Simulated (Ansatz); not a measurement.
**Ansatz 0.2.0, single run: Rb2Te6Ir**

The input file (Ansatz 0.2.0, plane waves):

```yaml
crystal:
  lattice:
    - [3.662201, 6.343118, 0.0]
    - [-3.662201, 6.343118, 0.0]
    - [0.0, 0.0, 5.87971]
  atoms:
    - { symbol: Ir, position: [0.0, 0.0, 0.5] }
    - { symbol: Rb, position: [0.6667, 0.6666, 0.20338] }
    - { symbol: Rb, position: [0.3333, 0.3334, 0.79662] }
    - { symbol: Te, position: [0.15652, 0.15648, 0.2798] }
    - { symbol: Te, position: [0.687, 0.15652, 0.2798] }
    - { symbol: Te, position: [0.15648, 0.687, 0.2798] }
    - { symbol: Te, position: [0.313, 0.84352, 0.7202] }
    - { symbol: Te, position: [0.84352, 0.84348, 0.7202] }
    - { symbol: Te, position: [0.84348, 0.313, 0.7202] }
  symmetry: { tolerance: 0.0003 }
kpoints:
  mp_grid: { grid: [3, 3, 3], shift: [0, 0, 0] }
magnetization:
  spin_polarized: false
scf:
  occupations: { method: gaussian, width: 0.0186 }
  mixing: { preconditioner: none }
hamiltonian:
  pseudopotentials: { kind: paw }
  xc: pbe
basis:
  ecutwfc: 420
  xc_grid: 1
output:
  forces: true
  stress: true
  eigenvalues: true
  write_density: true
  write_potential: true
  elf: true
  volumetric_format: npy
```

The command:

```bash
ansatz run input.yaml --threads 1 --pin off --max-ram 2560MiB --backend cpu --events-out ev --progress --plain --runs-dir out
```

Origin of the cell: a known structure type with other elements, at an estimated volume, so it need not be a known compound.

Output (shortened):

```
SCF iter   1: F=—  HF=-60347.224075 eV  Δρ=4.08e-3  dr2=3.39e-2  defer=4
SCF iter   2: F=—  HF=-60347.221923 eV  Δρ=2.36e-3  dr2=3.27e-2  defer=59
SCF iter   3: F=—  HF=-60347.223953 eV  Δρ=2.56e-3  dr2=5.04e-2  defer=59
SCF iter   4: F=—  HF=-60347.217069 eV  Δρ=4.80e-4  dr2=3.26e-4  defer=59
SCF iter   5: F=—  HF=-60347.217098 eV  Δρ=2.16e-4  dr2=5.11e-5  defer=59
SCF iter   6: F=—  HF=-60347.217055 eV  Δρ=4.34e-5  dr2=5.53e-6  defer=59
SCF iter   7: F=—  HF=-60347.217058 eV  Δρ=1.45e-5  dr2=4.62e-7  defer=59
SCF iter   8: F=-60347.217058 eV  HF=-60347.217058 eV  Δρ=4.12e-6  dr2=3.40e-8
SCF 1 converged in 8 iterations: F = -60347.217058 eV  dr2 = 3.40e-8
SCF converged after 8 iterations
Free energy (F): -60347.217058 eV
Harris-Foulkes:  -60347.217058 eV  (|F-HF|=3.96e-8)
Internal energy: -60347.212441 eV  (E = F + TS)
E sigma→0 (E₀):  -60347.214749 eV
Entropy (-TS):   -0.004618 eV (-0.513 meV/atom)
Fermi energy:    9.599021 eV
--- Per-component energies (eV) ---
  E_band       = -1931.861052
  E_kinetic    = 2124.054201
  E_local      = -13279.945723  (includes V_loc(G=0)·N_el)
  E_nonlocal   = -1437.947082
  E_hartree    = 7232.427736
  E_xc         = -1285.627424
  E_vxc        = -1213.098647  (∫ρ·V_xc dr)
  E_paw        = -42436.967013  (= ΣΔE_a)
  E_vpaw       = -2589.788119  (= ΣTr[D̂ρ^β])
  E_aug_tail   = -0.001044  (compensation charges beyond the density's cutoff)
  E_ewald      = -11263.206092
  E_smearing   = -0.004618  (= −TS)
  Σ components = -60347.217058   (vs F -60347.217058, Δ=0.00e0)
--- Forces (eV/Å), atoms counted from 1 ---
  atom   1  Ir    -0.000000    -0.000000     0.000000
  atom   2  Rb    -0.000000    -0.000000     0.073343
  atom   3  Rb     0.000000     0.000000    -0.073343
  atom   4  Te     0.000000     4.405555    -3.360577
  atom   5  Te    -3.815323    -2.202778    -3.360577
  atom   6  Te     3.815323    -2.202778    -3.360577
  atom   7  Te     3.815323     2.202778     3.360577
  atom   8  Te     0.000000    -4.405555     3.360577
  atom   9  Te    -3.815323     2.202778     3.360577
  max |Σ_I F_I| component: 8.88e-16 eV/Å
--- Stress (GPa, compression-positive) ---
       18.318395       0.000000      -0.000000
        0.000000      18.318395       0.000000
        0.000000       0.000000      13.593164
  P = ⅓ Tr σ = 16.7433 GPa (167.433 kbar)
```

Caveats: no moments, though an odd count or open d shells may carry them; no spin-orbit coupling, though heavy elements are present; the k mesh is coarse if the cell is a metal.

It ran for 12 s on 1 thread of Intel(R) Xeon(R) Platinum 8488C (Sapphire Rapids), with other jobs on the host, peak memory 0.6 GiB, from the program's own first density.
